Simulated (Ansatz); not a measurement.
# Rb (bcc)

Computed with Ansatz (plane waves, PAW, 420 eV cutoff): PBEsol, scalar-relativistic, no spin polarisation, 10×10×10 k-mesh, Gaussian smearing of 0.05 eV; PAW files: Ansatz's generated set soft_2.

```
CELL_PARAMETERS angstrom
-2.79500 2.79500 2.79500
2.79500 -2.79500 2.79500
2.79500 2.79500 -2.79500
ATOMIC_POSITIONS crystal
Rb 0.00000 0.00000 0.00000
```

Path: Γ–H–N–Γ–P–H | P–N, with Γ = (0.000, 0.000, 0.000), H = (0.500, -0.500, 0.500), N = (0.000, 0.000, 0.500), P = (0.250, 0.250, 0.250) in reciprocal vectors of the calculation's cell.

Levels between -6 and 3 eV from the Fermi level at the path's named points:
```tsv
point	below E_F (eV)	above E_F (eV)
Γ	-2.03	
H		1.23 1.23
N		0.22 0.81 2.59
P		1.31 1.31 1.31 2.70
```

**Question.** By these bands, is it a metal or an insulator, and if it has a gap, where are the band edges on this path?

**Answer.** A metal: bands cross the Fermi level.

With 9 valence electrons in the calculation's cell and no magnetic order, the bands, two electrons each, can't all be full or empty: band theory demands a metal.
